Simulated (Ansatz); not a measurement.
Relaxing carbon (lonsdaleite)

These are results of DFT, BLYP, plane waves (420 eV) with PAW, scalar-relativistic in Ansatz 0.2.0, not measurements. The PAW files were generated under PBE, with cores re-solved for the functional.

k-point mesh 8×8×4, Fermi-Dirac smearing 0.05 eV, no spin polarisation. Cell and atoms relax.

Starting structure:

```yaml
crystal:
  lattice:
    - [2.5199982604, 0.0, 0.0]
    - [-1.2599991302, 2.182382511, 0.0]
    - [0.0, 0.0, 4.12]
  atoms:
    - { symbol: C, position: [0.3333333333, 0.6666666667, 0.0625] }
    - { symbol: C, position: [0.6666666667, 0.3333333333, 0.5625] }
    - { symbol: C, position: [0.3333333333, 0.6666666667, 0.4375] }
    - { symbol: C, position: [0.6666666667, 0.3333333333, 0.9375] }
hamiltonian:
  xc: blyp
  pseudopotentials:
    kind: paw
    azcp:
      C: "pseudopotentials/C.paw.azcp"
basis:
  ecutwfc: 420
  fft_grid_basis: typed
kpoints:
  mp_grid: { grid: [8, 8, 4], shift: [0, 0, 0] }
magnetization:
  spin_polarized: false
scf:
  occupations: { method: fermi_dirac, width: 0.05 }
relax:
  max_steps: 60
  f_tol: 0.01
  cell: {}
```

Problem. What cell does the relaxation end in?

Solution. P6_3/mmc with a = 2.530 Å, c = 4.211 Å (c/a = 1.664); 5.84 Å³ per atom against 5.66 at the start (3.0 %).

Problem. How much energy does the relaxation gain?

Solution. 11.6 meV per atom.

Path of the relaxation (the plane waves are chosen anew near the end, which can shift the energy a little):

| step | E − E(final) (meV/atom) | V (Å³/atom) | P (GPa) | max force (eV/Å) |
| --- | --- | --- | --- | --- |
| 0 | 11.61 | 5.665 | 13.07 | 0.060 |
| 1 | 4.06 | 5.764 | 4.75 | 0.475 |
| 2 | 1.83 | 5.798 | 2.31 | 0.219 |
| 3 | 1.50 | 5.829 | 0.11 | 0.046 |
| 4 | 1.49 | 5.831 | -0.03 | 0.000 |
| 5 | 0.00 | 5.831 | 0.32 | 0.005 |
| 6 | 0.03 | 5.836 | 0.00 | 0.000 |
| 7 | 0.00 | 5.836 | 0.00 | 0.000 |
